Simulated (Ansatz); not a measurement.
A geometry of TiC away from equilibrium: the start of the relaxation of a relaxed TiC cell displaced along its unstable phonon at q = (0, ½, 0) of its primitive reciprocal cell (183i cm⁻¹), largest move 0.15 Å. Computed with PBE (plane waves to 420 eV, PAW, scalar-relativistic; Ansatz, a program for electronic structure). Γ-centred k-mesh 6×6×12 on the run's cell (coarser than for final values), Fermi–Dirac smearing 0.05 eV.

```xyz
8
Lattice="5.3830 0.0000 0.0000 0.0000 5.8024 0.0000 0.0000 0.0000 2.7911" Properties=species:S:1:pos:R:3 pbc="T T T"
C     -0.0851     1.4506     1.2721
C      0.0851     4.3518     1.5191
C      2.6064     1.4506     1.5191
C      2.7766     4.3518     1.2721
Ti     4.0373     0.0000     2.1263
Ti     4.0373     2.9012     2.1263
Ti     1.3458     0.0000     0.6648
Ti     1.3458     2.9012     0.6648
```

Problem. What forces act on the atoms (eV/Å)?

Solution. 
```
atom     Fx    Fy     Fz
----  -----  ----  -----
C1    -0.10  0.00  -0.16
C2     0.10  0.00   0.16
C3    -0.10  0.00   0.16
C4     0.10  0.00  -0.16
Ti5    0.00  0.00  -0.09
Ti6    0.00  0.00  -0.09
Ti7    0.00  0.00   0.09
Ti8    0.00  0.00   0.09
```

Problem. What is the pressure?

Solution. -0.3 GPa, compression positive.

Problem. How far above the relaxed end point is this geometry?

Solution. 0.36 eV/atom; the path ends in P6₃/mmc (No. 194) (NiAs type).

No spin polarisation in the result.

The run could not lose the symmetry of its start, so the end can be a saddle point.

The end of the path is a generated cell of TiC: the first start was made by placing the elements on the sites of a structure type, and the end was not matched to a known phase here, so it may be hypothetical. Known forms of TiC include space group No. 225.
